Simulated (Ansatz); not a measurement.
TiPt3:
Space group Pm-3m (No. 221); a = 3.873 Å, b = 3.873 Å, c = 3.873 Å, α = 90.00°, β = 90.00°, γ = 90.00°

```json
[
 {"atom": "Ti", "site": "1a", "symmetry": "m-3m", "x": "0.0000", "y": "0.0000", "z": "0.0000"},
 {"atom": "Pt", "site": "3c", "symmetry": "4/mm.m", "x": "0.0000", "y": "0.5000", "z": "0.5000"}
]
```

This is the LDA-relaxed structure.

### Question
All from the program Ansatz at the LDA level (PAW), unless another level is named. Estimate the Hill bulk and shear moduli.

### Answer
283 and 130 GPa.

### Question
And the elastic constants (relaxed ions, GPa)?

### Answer
C11 = 410, C12 = 220, C44 = 160.

### Question
What about the highest zone-centre frequency?

### Answer
183 cm⁻¹.

The cell was relaxed with LDA under the symmetry of its start; of distortions, only those at the zone centre were tested. The run is not spin-polarised. As this level gives no gap, shear constants depend on the k-mesh and smearing (Fermi–Dirac, 0.1 eV here). As this level gives no gap, phonon frequencies hold no LO–TO term and depend on the k-mesh and smearing (Fermi–Dirac, 0.1 eV here). Scalar-relativistic: spin–orbit coupling is off unless named, which matters more the heavier the elements.

Potentials: the later of the program's two PAW sets.
